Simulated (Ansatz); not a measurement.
ZnO: computed property card

ZnO in space group Pm-3n (No. 223; Zn on 6c, O on 6d), a = 5.5798 Å, b = 5.5798 Å, c = 5.5798 Å, α = 90.00°, β = 90.00°, γ = 90.00°.

Space group Pm-3n (No. 223); conventional cell a = b = c = 5.5798 Å, α = β = γ = 90.00°.

Method: plane-wave PAW r²SCAN (Ansatz code). Structure relaxed to zero pressure with the same functional. Other levels are named where they apply.

### Cell and energy

- Volume per atom = 14.48 Å³
- Density = 4.67 g/cm³
- Formation energy from the elements (no fitted shifts) = -1.51 eV/atom

### Electronic structure

* **Band gap**: 1.38 eV (direct)
* **Valence-band maximum**: at Γ
* **Conduction-band minimum**: at Γ
* **Electron effective mass**: 0.25 mₑ (isotropic)
* **Hole effective mass, band 1 of 3 at the edge**: 4.2 along [100], 4.2 along [110], 1.6 along [111] (mₑ)
* **Hole effective mass, band 2 of 3 at the edge**: 4.2 along [100], 1.2 along [110], 1.6 along [111] (mₑ)
* **Hole effective mass, band 3 of 3 at the edge**: 0.25 along [100], 0.29 along [110], 0.31 along [111] (mₑ)
* **HSE06 gap on the r²SCAN cell**: 2.69 eV

### Mechanics

- Bulk modulus (Birch–Murnaghan fit): 119 GPa
- Pressure derivative B′: 4.4
- Elastic constants (relaxed ions, GPa): C11 = 187, C12 = 85.6, C44 = 17.0
- Mechanical stability: stable (all eigenvalues of C positive)
- Hill bulk and shear moduli: 119 and 26.8 GPa
- Young's modulus: 74.9 GPa
- Poisson's ratio: 0.40
- Debye temperature from the elastic constants: 331 K

### Charges

* **Bader charges**: Zn +1.29, O -1.29 e

The start of the workflow was typed in or built on a structure type; neither database checked (COD, Materials Project) lists it. It is not the phase usual at ambient conditions (space group No. 186). The r²SCAN relaxation kept the symmetry of its start; its stability against distortions is not shown here. The references are the lowest solids computed at this level, not always the standard phases (solids in place of the gases).

Potentials: the earlier of the program's two PAW sets. The files were generated under PBE; for other functionals the program regenerates the frozen cores, and for LDA and PBEsol the local potential too.
